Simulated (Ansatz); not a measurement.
Co3BPd in space group Pm-3m (No. 221; Co on 3c, Pd on 1a, B on 1b) at seven volumes, plane-wave PAW r²SCAN (Ansatz code), scaled uniformly. One row is withheld.

```json
[
 {"V (Å³/atom)": "10.267", "P (GPa)": "?"},
 {"V (Å³/atom)": "10.606", "P (GPa)": "12.81"},
 {"V (Å³/atom)": "10.944", "P (GPa)": "5.79"},
 {"V (Å³/atom)": "11.283", "P (GPa)": "0.00"},
 {"V (Å³/atom)": "11.621", "P (GPa)": "-4.84"},
 {"V (Å³/atom)": "11.960", "P (GPa)": "-8.95"},
 {"V (Å³/atom)": "12.298", "P (GPa)": "-12.48"}
]
```

Problem. Fit the shown pressures and predict the withheld one.

Solution. Third-order Birch–Murnaghan: P = (3/2)B₀(x^(7/2) − x^(5/2))[1 + (3/4)(B′ − 4)(x − 1)] with x = (V₀/V)^(2/3). Least squares on the six rows gives V₀ = 11.284 Å³/atom, B₀ = 177.7 GPa, B′ = 4.81. At V = 10.267, x = 1.0650 and P = 21.08 GPa. The run itself gave 21.18 GPa.

The start of the workflow was typed in or built on a structure type; neither database checked (COD, Materials Project) lists it. Its standing as an ambient phase is unchecked. The cell was relaxed with r²SCAN under the symmetry of its start; whether a distortion lowers the energy is not shown. Spin order of the final state: ferromagnetic, the only order run, not a proven ground state. Its formation energy is positive at this level, so the cell may be metastable or incomplete. Other orbital occupations within this spin state were not tried.

Potentials: the earlier of the program's two PAW sets. The files were generated under PBE; for other functionals the program regenerates the frozen cores, and for LDA and PBEsol the local potential too.
